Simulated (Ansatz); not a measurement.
Is this PdPt₂S₆ structure stable?

The cell was found from a structure generator's guess, not taken from experiment.

Method: DFT PBE, scalar-relativistic, plane waves, PAW in Ansatz. Plane waves to 420 eV, a 12×12×2 mesh through Γ for the 9-atom cell and 0.02 eV Gaussian smearing; no spin polarisation.

```
CELL_PARAMETERS angstrom
3.57126 0.00000 0.00000
-1.78563 3.09280 0.00000
0.00000 0.00000 18.96191
ATOMIC_POSITIONS crystal
Pd 0.00000 0.00000 0.00000
Pt 0.00000 0.00000 0.33229
Pt 0.00000 0.00000 0.66771
S 0.33333 0.66667 0.06487
S 0.33333 0.66667 0.39718
S 0.33333 0.66667 0.73259
S 0.66667 0.33333 0.26741
S 0.66667 0.33333 0.60282
S 0.66667 0.33333 0.93513
```

Energies over the elements count from the elements' standard structures at the same level, with no fitted energy shifts.

Question: These tests were run: energy against the elements; phonons on a 2×2×1 q mesh; elastic tensor. What do they show?

Answer:

```json
{"test": "energy against the elements", "result": "−0.310 eV/atom"}
{"test": "phonons on a 2×2×1 q mesh", "result": "no imaginary mode on the mesh"}
{"test": "elastic tensor", "result": "least eigenvalue 0 GPa"}
```

It fails none of these tests. Other phases of the system weren't compared here, so this isn't yet thermodynamic stability.

No dispersion correction is applied, so the spacing and binding between layers, chains or molecules are poorly described. Spin–orbit coupling, which can matter for Pt, is left out. The reference form of S is held partly by dispersion forces, which this level lacks. The run for the phonons used a 12×12×2 k mesh. The run for the elastic tensor used a 12×12×2 k mesh.
